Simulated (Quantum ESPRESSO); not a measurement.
## How shieldings converge in TePb

```xyz
2
Lattice="0.0000 3.2709 3.2709 3.2709 0.0000 3.2709 3.2709 3.2709 0.0000" Properties=species:S:1:pos:R:3 pbc="T T T"
Te     0.0000     0.0000     0.0000
Pb     3.2709     3.2709     3.2709
```
The cell comes from the Materials Project (a computed structure). It is TePb in Fm-3m. Stability against distortions was not tested.

Method: GIPAW with PBE in a modified build of Quantum ESPRESSO, on JTH PAW datasets; kept fixed: cutoff 20 Ha. Costs are rough, from a shared machine. These are absolute shieldings with no macroscopic susceptibility term; δ = σ_ref − σ needs a reference computed alike. Spin–orbit coupling is left out; its weight grows with the heaviest atom, Pb here. No d partial waves on Te: the paramagnetic term there is incompletely reconstructed. The band gap at this level is small, which makes the paramagnetic part of σ large and sensitive to the functional. Static lattice: thermal averaging is not included.

```
k-mesh            σ_iso Te (ppm)  f-sum rule missed by (%)  irreducible k-points  rough cost ratio
----------------  --------------  ------------------------  --------------------  ----------------
2×2×2 shifted             6258.7                        26                     2           about 1
3×3×3 shifted             2958.9                       9.2                     6                 2
4×4×4 shifted             3893.0                       1.4                    10                 3
5×5×5 shifted             4694.6                      0.09                    19                 5
6×6×6 shifted             4005.8                      0.07                    28                 7
7×7×7 shifted             4411.8                      0.24                    44                10
10×10×10 shifted          4329.5                      0.05                   110                30
```

Largest spread: σ_iso Te (ppm) moves over 3299.8 across the rows.
